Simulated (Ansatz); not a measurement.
Computed properties of SiGe

SiGe:
```xyz
4
Lattice="3.9596 0.0000 0.0000 0.0000 3.9661 0.0000 0.0000 0.0000 5.5959" Properties=species:S:1:pos:R:3 pbc="T T T"
Si     2.9697     0.0000     4.9297
Si     0.9899     0.0000     0.6662
Ge     0.9899     1.9831     2.0623
Ge     2.9697     1.9831     3.5335
```

Space group Pmma (No. 51); conventional cell a = 3.960 Å, b = 3.966 Å, c = 5.596 Å, α = 90.00°, β = 90.00°, γ = 90.00°.

Method: PBE in the plane-wave PAW code Ansatz. The cell and atoms are relaxed at this level. Other levels are named where they apply.

**Cell and energy**

| Item | Value |
|---|---|
| Volume per atom | 21.97 Å³ |
| Density | 3.81 g/cm³ |
| Formation energy from the elements (no fitted shifts) | 0.020 eV/atom |

**Electronic structure**

| Quantity | Value |
|---|---|
| Band gap | 0.27 eV (indirect) |
| Valence-band maximum | at Γ |
| Conduction-band minimum | at T (k = 0.000, 0.500, 0.500 in fractions of the reciprocal vectors) |
| Smallest direct gap on the standard path | 0.60 eV |
| Electron effective mass | 0.064, 0.096, 0.21 mₑ (principal values) |
| Electron effective mass with spin–orbit coupling | 0.064, 0.096, 0.21 mₑ (principal values) |
| Hole effective mass | 0.052, 0.25, 2.0 mₑ (principal values) |
| Hole effective mass with spin–orbit coupling | 0.062, 0.22, 0.26 mₑ (principal values) |
| Gap with spin–orbit coupling | 0.23 eV |

**Mechanics**

| Item | Result |
|---|---|
| Bulk modulus (Birch–Murnaghan fit) | 74.1 GPa |
| Pressure derivative B′ | 4.6 |

The start of the workflow was typed in or built on a structure type; neither database checked (COD, Materials Project) lists it. Its standing as an ambient phase is unchecked. The PBE relaxation kept the symmetry of its start; whether a distortion lowers the energy is not shown. The references are the lowest solids computed at this level, not always the standard phases. Spin–orbit coupling is left out wherever it is not named.

Potentials: the earlier of the program's two PAW sets.
